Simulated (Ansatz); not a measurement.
All numbers below come from DFT PBE, scalar-relativistic, plane waves, PAW in Ansatz. Plane waves to 420 eV, a 6×6×4 mesh through Γ for the 12-atom cell and 0.02 eV Gaussian smearing; no spin polarisation.

Formation energies are uncorrected and count from the elements' standard states at the same level.

Problem. Suggest a trial structure for a trigonal semiconductor that holds Al and 2 more elements, with a gap near 1.4 eV, a formation energy near −0.46 eV/atom and a density near 3.85 g/cm³, in a cell of 12 atoms.

Solution. Al5GaAs6, space group P31m (No. 157). Al on a site of symmetry m is surrounded by 4 As at 2.48–2.49 Å; around Al on a site of symmetry 3 lie 4 As at 2.48–2.49 Å; around Ga lie 4 As at 2.49–2.50 Å; As on a site of symmetry m is surrounded by 3 Al at 2.48–2.49 Å and 1 Ga at 2.49 Å; 2 more sites not described.

Space group P31m (No. 157). a = 7.003 Å, b = 7.003 Å, c = 6.648 Å, α = 90.00°, β = 90.00°, γ = 120.00°
```csv
atom,site,symmetry,x,y,z
Al,3c,..m,0.3336,0.3336,0.9994
Al,2b,3..,0.6667,0.3333,0.4999
Ga,1a,3.m,0.0000,0.0000,0.5006
As,3c,..m,0.3341,0.3341,0.3738
As,2b,3..,0.6667,0.3333,0.8740
As,1a,3.m,0.0000,0.0000,0.8760
```

The volume per atom is 23.53 Å³ and the density is 3.85 g/cm³. The formation energy is −0.457 eV/atom and the gap on the 6×6×4 mesh of the 12-atom cell is 1.35 eV.

The structure comes from a generated guess, relaxed at this level; another structure or a mixture of phases may lie lower. The answer needn't be unique; the calculation gave this one.

Kohn–Sham gaps at this level usually fall short of measured ones. The reference form of As is held partly by dispersion forces, which this level lacks. A later test with randomly moved atoms came back to the same energy, though modes that don't fit the test's cell weren't probed.
